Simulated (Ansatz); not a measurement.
NbInO$_{4}$:
```
CELL_PARAMETERS angstrom
      4.85859     0.00000     0.00000
      0.00000     5.79756     0.00000
     -0.09132     0.00000     5.15250
ATOMIC_POSITIONS crystal
  Nb 0.00000 0.82175 0.75000
  Nb 0.00000 0.17825 0.25000
  In 0.50000 0.31884 0.75000
  In 0.50000 0.68116 0.25000
  O  0.25965 0.38121 0.40151
  O  0.74035 0.61879 0.59849
  O  0.74035 0.38121 0.09849
  O  0.25965 0.61879 0.90151
  O  0.21487 0.89736 0.43851
  O  0.78513 0.10264 0.56149
  O  0.78513 0.89736 0.06149
  O  0.21487 0.10264 0.93851
```

Relaxed with r²SCAN. The program Ansatz at the r²SCAN level (PAW) gives a gap of 3.77 eV.

Q: What gap does HSE06 give on the same cell (Ansatz, PAW)?

A: 4.81 eV, 1.04 eV more. The hybrid was solved on a coarser mesh and at special points; the gap given is the minimum over both.

Cost on shared cores: the r²SCAN run (SCF on a 6×5×6 mesh, then bands and DOS) very roughly 9 core-minutes, the HSE06 run (SCF on 4×3×3, then a few points) around 4 core-minutes (rough); the tasks are unlike.

Space group P2/c. The first step of the workflow began from a Materials Project structure, measured or hypothetical; the Crystallography Open Database files this formula in space group No. 13, but the cells were not matched. Its standing as an ambient phase is unchecked. Symmetry was held in the r²SCAN relaxation; its stability against distortions is not shown here. No spin polarisation was allowed. Spin–orbit coupling is left out wherever it is not named.

Potentials: the later of the program's two PAW sets.
